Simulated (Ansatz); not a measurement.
Relaxed-ion elastic tensor of B$_{4}$C in space group R-3m (No. 166; B on 18h, B on 18h, C on 6c, C on 3b) in GPa (Voigt order), DFT-r²SCAN in the program Ansatz with PAW potentials; density 2.49 g/cm³, 7.37 Å³ per atom.

```
  523    112   71.9   17.5    0.0    0.0
  112    523   71.9  -17.5    0.0    0.0
 71.9   71.9    548    0.0    0.0    0.0
 17.5  -17.5    0.0    155    0.0    0.0
  0.0    0.0    0.0    0.0    155   17.5
  0.0    0.0    0.0    0.0   17.5    206
```

### Question
Is the crystal mechanically stable?

### Answer
Yes: the smallest eigenvalue of C is 150 GPa.

### Question
Work out the Voigt, Reuss and Hill averages.

### Answer
K_V = 234, K_R = 234, K_H = 234; G_V = 192, G_R = 185, G_H = 189 GPa.

### Question
Give Young's modulus, Poisson's ratio, Pugh's ratio and the universal anisotropy index.

### Answer
E = 9KG/(3K + G) = 446 GPa; ν = 0.18; K/G = 1.24 (brittle by the Pugh limit of 1.75); A_U = 5G_V/G_R + K_V/K_R − 6 = 0.19.

### Question
Estimate the sound speeds and the Debye temperature.

### Answer
v_l = √((K + 4G/3)/ρ) = 14000 m/s, v_t = √(G/ρ) = 8710 m/s, mean 9600 m/s; Θ = (h/k)(3n/4πV)^(1/3) v_m = 1470 K.

### Question
How much does each axis shrink under pressure?

### Answer
Linear compressibilities β_i = Σ_j S_ij (j = 1 to 3): x 1.4, y 1.4, z 1.5 per TPa.

The workflow started from a Materials Project entry (that database holds measured and hypothetical structures alike); the Crystallography Open Database copy checked does not list it. Its standing as an ambient phase is unchecked. The cell was relaxed with r²SCAN under the symmetry of its start; its stability against distortions is not shown here.

Potentials: the earlier of the program's two PAW sets. The files were generated under PBE; for other functionals the program regenerates the frozen cores, and for LDA and PBEsol the local potential too.
